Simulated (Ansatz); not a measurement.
Relaxed-ion elastic tensor of MgO in space group Pm-3n (No. 223; Mg on 6c, O on 6d) in GPa (Voigt order), r²SCAN in the plane-wave PAW code Ansatz; density 2.32 g/cm³, 14.44 Å³ per atom.

```
 198  53.8  53.8   0.0   0.0   0.0
53.8   198  53.8   0.0   0.0   0.0
53.8  53.8   198   0.0   0.0   0.0
 0.0   0.0   0.0  21.3   0.0   0.0
 0.0   0.0   0.0   0.0  21.3   0.0
 0.0   0.0   0.0   0.0   0.0  21.3
```

**Question.** Is the crystal mechanically stable?

**Answer.** Yes: the smallest eigenvalue of C is 21.3 GPa.

**Question.** Work out the Voigt, Reuss and Hill averages.

**Answer.** K_V = 102, K_R = 102, K_H = 102; G_V = 41.6, G_R = 29.7, G_H = 35.7 GPa.

**Question.** Give Young's modulus, Poisson's ratio, Pugh's ratio and the universal anisotropy index.

**Answer.** E = 9KG/(3K + G) = 95.8 GPa; ν = 0.34; K/G = 2.86 (ductile by the Pugh limit of 1.75); A_U = 5G_V/G_R + K_V/K_R − 6 = 2.01.

**Question.** Estimate the sound speeds and the Debye temperature.

**Answer.** v_l = √((K + 4G/3)/ρ) = 8030 m/s, v_t = √(G/ρ) = 3920 m/s, mean 4410 m/s; Θ = (h/k)(3n/4πV)^(1/3) v_m = 539 K.

**Question.** Give the Zener ratio and Young's modulus along [100], [110] and [111].

**Answer.** A = 2C44/(C11 − C12) = 0.30; 1/E = S11 − 2(S11 − S12 − S44/2)Γ with Γ = 0, 1/4, 1/3 gives 175, 71.6, 59.8 GPa.

**Question.** Solve the Christoffel equation for the three sound speeds along [100], [110], [111].

**Answer.** Eigenvalues of C_ijkl n_j n_l equal ρv². In km/s, slowest first: [100] 3.03, 3.03, 9.24; [110] 3.03, 5.58, 7.97; [111] 4.88, 4.88, 7.50.

The first step of the workflow began from a Materials Project structure, measured or hypothetical; the Crystallography Open Database copy checked does not list it. It is not the phase usual at ambient conditions (space group No. 225). The r²SCAN relaxation kept the symmetry of its start; of distortions, only those at the zone centre were tested.

Potentials: the later of the program's two PAW sets.
